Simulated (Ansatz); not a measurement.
**Is this Ti₄H structure stable?**

The cell was found from a structure generator's guess, not taken from experiment.

Theory: DFT PBE, scalar-relativistic, plane waves, PAW in Ansatz. Settings of the last relaxation (5-atom cell): 420 eV, 12×12×12 k points, Gaussian smearing of 0.10 eV, no spin polarisation.

```yaml
crystal:
  lattice:
    - [-2.06915, 2.06915, 4.14318]
    - [2.06915, -2.06915, 4.14318]
    - [2.06915, 2.06915, -4.14318]
  atoms:
    - { symbol: Ti, position: [0.25088, 0.25088, 0.00000] }
    - { symbol: Ti, position: [0.74912, 0.74912, 0.00000] }
    - { symbol: Ti, position: [0.50000, 0.00000, 0.50000] }
    - { symbol: Ti, position: [0.00000, 0.50000, 0.50000] }
    - { symbol: H, position: [0.00000, 0.00000, 0.00000] }
```

Formation energies are uncorrected and refer to the elements' standard structures at the same level (H₂ as a molecule).

Q: These tests were run: energy against the elements; phonons at Γ. What do they show?

A:

```json
{"test": "energy against the elements", "result": "−0.09 eV/atom"}
{"test": "phonons at Γ", "result": "lowest optical mode 157 cm⁻¹"}
```

It fails none of these tests. Whether a mixture of other phases lies lower isn't tested here. Phonons away from Γ weren't computed.

With hydrogen, zero-point motion can shift formation energies by some tens of meV/atom. The run for the phonons used a 12×12×12 k mesh and Fermi–Dirac smearing of 0.15 eV.
